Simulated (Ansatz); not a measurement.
YIn₂Ni:
```yaml
crystal:
  lattice:
    - [2.15621, -5.23383, 0.00000]
    - [2.15621, 5.23383, 0.00000]
    - [0.00000, 0.00000, 7.29913]
  atoms:
    - { symbol: Ni, position: [0.21253, 0.78747, 0.75000] }
    - { symbol: Ni, position: [0.78747, 0.21253, 0.25000] }
    - { symbol: Y, position: [0.93249, 0.06751, 0.75000] }
    - { symbol: Y, position: [0.06751, 0.93249, 0.25000] }
    - { symbol: In, position: [0.64463, 0.35537, 0.54970] }
    - { symbol: In, position: [0.35537, 0.64463, 0.04970] }
    - { symbol: In, position: [0.35537, 0.64463, 0.45030] }
    - { symbol: In, position: [0.64463, 0.35537, 0.95030] }
```

Relaxed with r²SCAN.

### Question
Which orbitals make up the states near the Fermi level in plane-wave PAW r²SCAN (Ansatz code)?

### Answer
Within 0.5 eV of the Fermi level: Y 4d 36 %, In 5p 33 %, Ni 3d 21 %. Projections are on Löwdin-orthogonalised atomic valence shells; empty p or d shells of many metals are not among them.

### Question
Tabulate the density of states.

### Answer
States/eV per cell of 8 atoms, in 0.25 eV bins, energy from the Fermi level.

| E (eV) | total | Ni 3d | Y 4d | In 5p |
|---|---|---|---|---|
| -7.85 | 1.34 | 0.01 | 0.06 | 0.35 |
| -7.60 | 1.51 | 0.01 | 0.09 | 0.40 |
| -7.35 | 1.97 | 0.03 | 0.13 | 0.53 |
| -7.10 | 1.78 | 0.03 | 0.16 | 0.48 |
| -6.85 | 2.04 | 0.04 | 0.24 | 0.53 |
| -6.60 | 1.38 | 0.03 | 0.19 | 0.38 |
| -6.35 | 1.21 | 0.02 | 0.16 | 0.38 |
| -6.10 | 1.52 | 0.05 | 0.20 | 0.52 |
| -5.85 | 3.10 | 0.15 | 0.48 | 0.95 |
| -5.60 | 1.84 | 0.10 | 0.27 | 0.60 |
| -5.35 | 1.53 | 0.10 | 0.23 | 0.50 |
| -5.10 | 1.54 | 0.13 | 0.24 | 0.50 |
| -4.85 | 1.39 | 0.13 | 0.22 | 0.45 |
| -4.60 | 1.39 | 0.14 | 0.21 | 0.50 |
| -4.35 | 1.66 | 0.16 | 0.22 | 0.71 |
| -4.10 | 2.04 | 0.19 | 0.25 | 0.97 |
| -3.85 | 2.24 | 0.25 | 0.28 | 1.06 |
| -3.60 | 2.29 | 0.32 | 0.29 | 1.11 |
| -3.35 | 2.85 | 0.48 | 0.31 | 1.47 |
| -3.10 | 4.00 | 0.90 | 0.48 | 1.94 |
| -2.85 | 3.61 | 1.15 | 0.43 | 1.58 |
| -2.60 | 7.06 | 3.09 | 0.75 | 2.68 |
| -2.35 | 7.12 | 3.90 | 0.77 | 1.97 |
| -2.10 | 10.88 | 7.28 | 1.06 | 1.96 |
| -1.85 | 18.55 | 15.13 | 1.22 | 1.46 |
| -1.60 | 20.50 | 17.86 | 0.72 | 1.18 |
| -1.35 | 11.66 | 9.01 | 0.76 | 1.29 |
| -1.10 | 7.64 | 4.36 | 0.93 | 1.84 |
| -0.85 | 6.54 | 2.91 | 1.04 | 2.06 |
| -0.60 | 5.38 | 1.74 | 1.22 | 1.89 |
| -0.35 | 5.00 | 1.14 | 1.47 | 1.87 |
| -0.10 | 4.08 | 0.77 | 1.58 | 1.32 |
| 0.15 | 2.60 | 0.49 | 1.08 | 0.78 |
| 0.40 | 2.24 | 0.44 | 0.96 | 0.64 |
| 0.65 | 2.88 | 0.60 | 1.32 | 0.61 |
| 0.90 | 4.17 | 0.79 | 2.06 | 0.84 |
| 1.15 | 5.82 | 0.90 | 3.21 | 1.18 |
| 1.40 | 4.82 | 0.57 | 2.91 | 0.90 |
| 1.65 | 4.48 | 0.44 | 2.80 | 0.78 |
| 1.90 | 4.98 | 0.47 | 2.98 | 0.83 |
| 2.15 | 5.36 | 0.49 | 3.03 | 0.66 |
| 2.40 | 1.54 | 0.11 | 1.10 | 0.18 |
| 2.65 | 2.22 | 0.12 | 1.41 | 0.29 |
| 2.90 | 3.91 | 0.16 | 1.90 | 0.75 |
| 3.15 | 4.44 | 0.16 | 2.11 | 0.78 |
| 3.40 | 6.60 | 0.21 | 3.58 | 1.14 |
| 3.65 | 5.86 | 0.16 | 3.35 | 0.92 |
| 3.90 | 6.91 | 0.19 | 3.74 | 1.25 |
| 4.15 | 7.28 | 0.16 | 3.74 | 1.46 |
| 4.40 | 6.29 | 0.10 | 3.01 | 1.37 |
| 4.65 | 5.88 | 0.08 | 2.50 | 1.46 |

Space group Cmcm. The workflow started from an entry of the Crystallography Open Database (COD). Whether it is the stable phase at ambient conditions was not checked. Symmetry was held in the r²SCAN relaxation; whether a distortion lowers the energy is not shown. The workflow began spin-polarised and lost its moments. Scalar-relativistic: spin–orbit coupling is off unless named, which matters more the heavier the elements.

Potentials: the later of the program's two PAW sets.
